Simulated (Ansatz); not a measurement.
TiS (NiAs type, P6_3/mmc), plane-wave PAW PBE (Ansatz code), all energies at zero smearing, with the estimated change up to a 700 eV cutoff added, with one set of potentials and settings (totals compare only within such a set). Cell of 4 atoms (2 Ti, 2 S): -6808.323 eV.

```tsv
element	reference phase	E (eV/atom)
Ti	P6/mmm, 3 atoms in the cell	-2499.6739
S	Fddd, 32 atoms in the cell	-902.0599
```

Formation energy per atom, worked out: (-6808.323 − 2×(-2499.6739) − 2×(-902.0599))/4 = -1.214 eV/atom (-117 kJ per mol of atoms), at 0 K, without zero-point energy or fitted corrections.

The workflow started from an entry of the Crystallography Open Database (COD), which files this formula under 2 space groups. Its standing as an ambient phase is unchecked. The cell was relaxed with PBE under the symmetry of its start; its stability against distortions is not shown here. No spin polarisation was allowed. The references are the lowest solids computed at this level, not always the standard phases.

Potentials: the later of the program's two PAW sets.
